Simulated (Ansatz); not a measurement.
**K₂Pt: energy along a strain**

K₂Pt, Fm-3m, a = 7.563 Å (as given, not relaxed at this level: -0.1 GPa). The structure is a Materials Project entry; whether it is the stable form wasn't checked. Ansatz: r2SCAN, PAW, 500 eV, Γ-centred 6×6×6 mesh on 3 atoms, Gaussian smearing 0.05 eV; no spin polarisation. Cell vectors (Å): 0.000 3.781 3.781; 3.781 0.000 3.781; 3.781 3.781 0.000. The cell is strained by x per cent times the pattern (0 0 0 1 0 0) in the order xx yy zz yz xz xy (engineering shears), with fractional coordinates held. y is the free energy over the start, V0 = 36.049 Å³/atom. Symmetry makes y even in x.

| x (%) | y (meV/atom) |
| --- | --- |
| -2.00 | ? |
| -1.00 | 0.10 |
| 0.00 | 0.00 |
| 0.25 | 0.01 |
| 0.50 | 0.02 |
| 0.75 | 0.06 |
| 1.25 | 0.16 |
| 1.50 | 0.23 |
| 1.75 | 0.32 |

Task: Fit y = c2 x² + c4 x⁴ to the other rows, get the stiffness along the pattern, and predict the missing energy.

Result: Least squares on the rows shown. y = 0.09918 x² + 0.001667 x⁴. The clamped-ion stiffness p·C·p = 2 × 0.9918 eV × 160.2 / 36.049 Å³ = 8.8 GPa, which is C44 in these axes. At x = -2.00 the fit asked for gives 0.42 meV/atom. The run gave 0.41 meV/atom, so the fit is 0.01 meV/atom too high, a small miss on the scale of the series.

Spin–orbit coupling is left out, which can shift energies with elements as heavy as these.